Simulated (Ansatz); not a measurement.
**TlBrF4: relaxation (Ansatz)**

The input file (Ansatz 0.2.0, plane waves):

```yaml
crystal:
  lattice:
    - [0.0, 4.020671, 4.020671]
    - [4.020671, 0.0, 4.020671]
    - [4.020671, 4.020671, 0.0]
  atoms:
    - { symbol: Tl, position: [0.5, 0.5, 0.5] }
    - { symbol: Br, position: [0.0, 0.0, 0.0] }
    - { symbol: F, position: [0.127, 0.127, 0.127] }
    - { symbol: F, position: [0.619, 0.127, 0.127] }
    - { symbol: F, position: [0.127, 0.127, 0.619] }
    - { symbol: F, position: [0.127, 0.619, 0.127] }
  symmetry: { tolerance: 0.0003 }
kpoints:
  mp_grid: { grid: [7, 7, 7], shift: [0, 0, 0] }
magnetization:
  spin_polarized: false
scf:
  occupations: { method: methfessel_paxton, width: 0.1001 }
  lower_state_search: "off"
hamiltonian:
  pseudopotentials: { kind: paw }
  xc: r2scan
basis:
  ecutwfc: 500
  fft_grid_basis: typed
relax:
  max_steps: 60
output:
  forces: true
  stress: true
  eigenvalues: true
  bader: true
  populations: true
  elf: true
  write_potential: true
  volumetric_format: npy
  dos:
    e_range: [-12, 8]
    de: 0.05
    projected: { site_lists: { Br: [Br], F: [F], Tl: [Tl] } }
  write_density: true
checkpoint:
  read: saved_state
```

Run with:

```bash
ansatz run input.yaml --threads 2 --pin off --max-ram 3584MiB --backend cpu --events-out ev --progress --plain --runs-dir out
```

Origin of the cell: a known structure type with other elements, at an estimated volume, so it need not be a known compound.

The saved state is a converged single point of the same cell.

Steps:

| step | ΔF (meV/atom) | max force component (eV/Å) | SCF iterations | step was |
| --- | --- | --- | --- | --- |
| 1 | 0.0 | 3.644 | 5 | accepted |
| 2 | -370.1 | 1.540 | 7 | accepted |
| 3 | -479.3 | 0.172 | 6 | accepted |
| 4 | -481.0 | 0.008 | 6 | accepted |
| 5 | -481.0 | 0.008 | 2 | accepted |

Step 1, with forces in eV/Å:

```xyz
6
Lattice="0.000 4.021 4.021 4.021 0.000 4.021 4.021 4.021 0.000" Properties=species:S:1:pos:R:3:forces:R:3 pbc="T T T" step=1
Tl    4.021    4.021    4.021    0.000    0.000    0.000
Br    0.000    0.000    0.000    0.000    0.000    0.000
F     1.021    1.021    1.021    3.644    3.644    3.644
F     1.021    2.999    2.999    3.644   -3.644   -3.644
F     2.999    2.999    1.021   -3.644   -3.644    3.644
F     2.999    1.021    2.999   -3.644    3.644   -3.644
```

Step 2, with forces in eV/Å:

```xyz
6
Lattice="0.000 4.021 4.021 4.021 0.000 4.021 4.021 4.021 0.000" Properties=species:S:1:pos:R:3:forces:R:3 pbc="T T T" step=2
Tl    4.021    4.021    4.021    0.000    0.000    0.000
Br    0.000    0.000    0.000    0.000    0.000    0.000
F     1.094    1.094    1.094    1.540    1.540    1.540
F     1.094    2.926    2.926    1.540   -1.540   -1.540
F     2.926    2.926    1.094   -1.540   -1.540    1.540
F     2.926    1.094    2.926   -1.540    1.540   -1.540
```

Step 3, with forces in eV/Å:

```xyz
6
Lattice="0.000 4.021 4.021 4.021 0.000 4.021 4.021 4.021 0.000" Properties=species:S:1:pos:R:3:forces:R:3 pbc="T T T" step=3
Tl    4.021    4.021    4.021    0.000    0.000    0.000
Br    0.000    0.000    0.000    0.000    0.000    0.000
F     1.161    1.161    1.161    0.172    0.172    0.172
F     1.161    2.860    2.860    0.172   -0.172   -0.172
F     2.860    2.860    1.161   -0.172   -0.172    0.172
F     2.860    1.161    2.860   -0.172    0.172   -0.172
```

Step 5, with forces in eV/Å:

```xyz
6
Lattice="0.000 4.021 4.021 4.021 0.000 4.021 4.021 4.021 0.000" Properties=species:S:1:pos:R:3:forces:R:3 pbc="T T T" step=5
Tl    4.021    4.021    4.021    0.000    0.000    0.000
Br    0.000    0.000    0.000    0.000    0.000    0.000
F     1.170    1.170    1.170    0.008    0.008    0.008
F     1.170    2.850    2.850    0.008   -0.008   -0.008
F     2.850    2.850    1.170   -0.008   -0.008    0.008
F     2.850    1.170    2.850   -0.008    0.008   -0.008
```

| Item | Value |
| --- | --- |
| Free energy lowered by | 481.0 meV/atom |
| Final pressure | 3.03 GPa |
| Relaxation steps listed | 5 |

Caveats: no spin, though holes on the anions or broken bonds may carry moments; no spin-orbit coupling, though heavy elements are present; the SCF threshold is looser than advised for a stress; the exchange-correlation potential is rough where the density is thin; the relaxation held the start's symmetry, so the end may be a saddle point.

It ran for 45 s of wall time on 2 CPU thread(s) of a shared host, from a saved density.
